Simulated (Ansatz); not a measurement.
AlAs:
```yaml
crystal:
  lattice:
    - [0.00000, 2.83727, 2.83727]
    - [2.83727, 0.00000, 2.83727]
    - [2.83727, 2.83727, 0.00000]
  atoms:
    - { symbol: As, position: [0.75000, 0.75000, 0.75000] }
    - { symbol: Al, position: [0.00000, 0.00000, 0.00000] }
```

Relaxed with PBEsol. Special points in fractions of this cell's reciprocal vectors: Γ (0.000, 0.000, 0.000); X (0.500, 0.000, 0.500); U (0.625, 0.250, 0.625); K (0.375, 0.375, 0.750); L (0.500, 0.500, 0.500); W (0.500, 0.250, 0.750).

List the band energies nearest the valence-band maximum at these points for PBEsol (plane waves, PAW; program Ansatz).

In eV from the valence-band maximum; about four levels below and three above (degenerate sets whole), none deeper than 8.9 eV; points with the same levels are listed once.

| k | below | above |
|---|---|---|
| Γ | 0.00 0.00 0.00 | 1.91 4.26 4.26 4.26 |
| X | -5.41 -2.16 -2.16 | 1.34 2.23 10.21 10.21 |
| U | -5.15 -3.41 -1.79 | 2.15 4.90 8.10 |
| L | -5.56 -0.82 -0.82 | 2.05 4.64 4.64 |
| W | -5.06 -3.18 -2.82 | 4.23 5.59 5.62 |

Space group F-43m (zinc blende). Symmetry was held in the PBEsol relaxation. Scalar-relativistic: spin–orbit coupling is off unless named, which matters more the heavier the elements.

Potentials: the later of the program's two PAW sets.
